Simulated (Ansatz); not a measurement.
Data:

ZnCu$_{2}$SiTe$_{4}$:
```cif
data_Cu4Si2Te8Zn2
_chemical_formula_sum 'Zn2 Si2 Cu4 Te8'
_space_group_name_H-M_alt 'I-42m'
_space_group_IT_number 121
_space_group_name_Hall 'I -4 2'
_cell_length_a 5.87820
_cell_length_b 5.87820
_cell_length_c 11.66389
_cell_angle_alpha 90.000
_cell_angle_beta 90.000
_cell_angle_gamma 90.000
loop_
_atom_site_label
_atom_site_type_symbol
_atom_site_symmetry_multiplicity
_atom_site_Wyckoff_symbol
_atom_site_fract_x
_atom_site_fract_y
_atom_site_fract_z
_atom_site_occupancy
Zn1 Zn 2 a 0.00000 0.00000 0.00000 1
Si1 Si 2 b 0.00000 0.00000 0.50000 1
Cu1 Cu 4 d 0.00000 0.50000 0.25000 1
Te1 Te 8 i 0.24418 0.24418 0.36884 1
```
(The calculation used a cell of 8 atoms; values per cell refer to that cell.)

This is the LDA-relaxed structure.

Problem. All from LDA (plane waves, PAW; program Ansatz), unless another level is named. Give the Hill bulk and shear moduli.

Solution. 64.4 and 28.8 GPa.

Problem. What about the highest zone-centre frequency (without LO–TO term)?

Solution. 350 cm⁻¹.

The workflow started from a Materials Project entry (that database holds measured and hypothetical structures alike); the Crystallography Open Database copy checked does not list it. Whether it is the stable phase at ambient conditions was not checked. The cell was relaxed with LDA under the symmetry of its start; its stability against distortions is not shown here. No spin polarisation was allowed. Spin–orbit coupling is left out wherever it is not named.

Potentials: the later of the program's two PAW sets.
